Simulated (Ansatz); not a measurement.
Structure relaxation, GaPt

The relaxed structure here is a generated cell of GaPt: the first start was made by placing the elements on the sites of a structure type, and the end was not matched to a known phase here, so it may be hypothetical.

The start is a generated trial cell of GaPt in the AFLOW prototype AB_hP6_154_a_b (B9, as in HgS). Cell shape, volume and atoms are optimised at zero target pressure with PBE (plane waves to 420 eV, PAW, scalar-relativistic; Ansatz, an electronic-structure program). First-step values are on the input's coarse k-mesh.

Ansatz input (later rounds restart from its end on a renewed k-mesh):
Ansatz 0.2 input:
```yaml
crystal:
  lattice:
    - [3.6528407, 0, 0]
    - [-1.8264203, 3.1634528, 0]
    - [0, 0, 8.3684861]
  atoms:
    - { symbol: Pt, position: [0.7198, 0, 0.66666667] }
    - { symbol: Pt, position: [0, 0.7198, 0.33333333] }
    - { symbol: Pt, position: [0.2802, 0.2802, 0] }
    - { symbol: Ga, position: [0.4889, 0, 0.16666667] }
    - { symbol: Ga, position: [0, 0.4889, 0.83333333] }
    - { symbol: Ga, position: [0.5111, 0.5111, 0.5] }
basis: { ecutwfc: 420, ecutrho_ratio: 4, xc_grid: 2, fft_grid_basis: typed }
kpoints: { mp_grid: { grid: [10, 10, 4] } }
hamiltonian:
  xc: pbe
  dispersion: none
  pseudopotentials: { kind: paw }
scf: { occupations: { method: fermi_dirac, width: 0.05 } }
relax: { f_tol: 0.01, max_steps: 100, cell: { stress_tol: 0.02 } }
output: { forces: true, stress: true }
```

Q: Which atoms feel the largest initial force, and how large is it?

A: 9.45 eV/Å, on Ga4, Ga5, Ga6 (atoms numbered as listed).

Q: Does the structure survive the relaxation? Give the final space group.

A: The space group goes from P3₂21 (No. 154) to R-3m (No. 166), with 2 atoms in the primitive cell.

Q: How does the volume per atom move from start to end?

A: +7.0 %, from 16.12 to 17.25 Å³/atom.

Q: How do the shortest distances between atoms change?

A: The closest pairs of elements (up to four, under 3.6 Å), start → end: Ga–Pt 2.09 → 2.58 Å; Pt–Pt 3.31 → 3.62 Å; Ga–Ga 3.33 → 3.62 Å.

Q: What band gap does the relaxed structure have at this level?

A: Zero (metallic).

Q: Write out the relaxed structure.

A: 
```cif
data_Ga3Pt3
_chemical_formula_sum 'Pt3 Ga3'
_space_group_name_H-M_alt 'R-3m :H'
_space_group_IT_number 166
_space_group_name_Hall '-R 3 2"'
_cell_length_a 3.68574
_cell_length_b 3.68574
_cell_length_c 8.79674
_cell_angle_alpha 90.000
_cell_angle_beta 90.000
_cell_angle_gamma 120.000
loop_
_atom_site_label
_atom_site_type_symbol
_atom_site_symmetry_multiplicity
_atom_site_Wyckoff_symbol
_atom_site_fract_x
_atom_site_fract_y
_atom_site_fract_z
_atom_site_occupancy
Pt1 Pt 3 a 0.00000 0.00000 0.00000 1
Ga1 Ga 3 b 0.00000 0.00000 0.50000 1
```
(The calculation used a cell of 2 atoms; values per cell refer to that cell.)

Final values are on a 15×15×15 k-mesh of the relaxed cell. No spin polarisation in the result.

The run could not lose the symmetry of its start, so the end can be a saddle point.
